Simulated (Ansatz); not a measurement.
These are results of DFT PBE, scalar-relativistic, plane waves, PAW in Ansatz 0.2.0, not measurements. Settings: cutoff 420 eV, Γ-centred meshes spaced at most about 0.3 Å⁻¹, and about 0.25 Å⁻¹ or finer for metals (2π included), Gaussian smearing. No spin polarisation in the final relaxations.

Each of these unrelaxed guesses is relaxed in cell and atoms within its symmetry. A guess keeps its type if space group and coordination stay and the shape of the cell changes little (axis ratios within about 15 %, angles within 6°); the volume may change.

1. Hf2Bi2O

```cif
data_structure
_symmetry_space_group_name_H-M 'P-6m2'
_symmetry_Int_Tables_number 187
_cell_length_a 4.0301
_cell_length_b 4.0301
_cell_length_c 8.1555
_cell_angle_alpha 90.000
_cell_angle_beta 90.000
_cell_angle_gamma 120.000
_cell_volume 114.71
loop_
_atom_site_label
_atom_site_type_symbol
_atom_site_symmetry_multiplicity
_atom_site_Wyckoff_symbol
_atom_site_fract_x
_atom_site_fract_y
_atom_site_fract_z
_atom_site_occupancy
Hf1 Hf 2 h 0.33333 0.66667 0.20546 1
Bi1 Bi 1 e 0.66667 0.33333 0.00000 1
Bi2 Bi 1 a 0.00000 0.00000 0.00000 1
O1 O 1 b 0.00000 0.00000 0.50000 1
```

2. MoRu4

```cif
data_structure
_symmetry_space_group_name_H-M 'P-6m2'
_symmetry_Int_Tables_number 187
_cell_length_a 2.7377
_cell_length_b 2.7377
_cell_length_c 22.0230
_cell_angle_alpha 90.000
_cell_angle_beta 90.000
_cell_angle_gamma 120.000
_cell_volume 142.94
loop_
_atom_site_label
_atom_site_type_symbol
_atom_site_symmetry_multiplicity
_atom_site_Wyckoff_symbol
_atom_site_fract_x
_atom_site_fract_y
_atom_site_fract_z
_atom_site_occupancy
Mo1 Mo 2 i 0.66667 0.33333 0.80000 1
Ru1 Ru 2 h 0.33333 0.66667 0.70000 1
Ru2 Ru 2 h 0.33333 0.66667 0.90000 1
Ru3 Ru 1 d 0.33333 0.66667 0.50000 1
Ru4 Ru 1 e 0.66667 0.33333 0.00000 1
Ru5 Ru 2 i 0.66667 0.33333 0.40000 1
```

Question: Which guesses survive the relaxation?

Answer: Guess 2 keeps its type.

```tsv
guess	kept	start group	end group	V start (Å³/atom)	V end	b/a and c/a, end over start	nearest neighbours start	nearest neighbours end
1	no	P-6m2	P-6m2	22.9	25.5	1.00, 0.50	Bi 3, Hf 6, O 6	Bi 5/9, Hf 2, O 2
2	yes	P-6m2	P-6m2	14.3	14.2	1.00, 0.99	Mo 12, Ru 12	Mo 12, Ru 12
```

Neighbours count within 15 % of an atom's shortest distance; end groups are read at 0.02 Å (0.05 Å in metals).

Spin–orbit coupling, which can matter for Bi and Hf, is left out. Cells relaxed within their symmetry can be saddle points.

In counts of neighbours, a slash parts the counts of unlike sites.
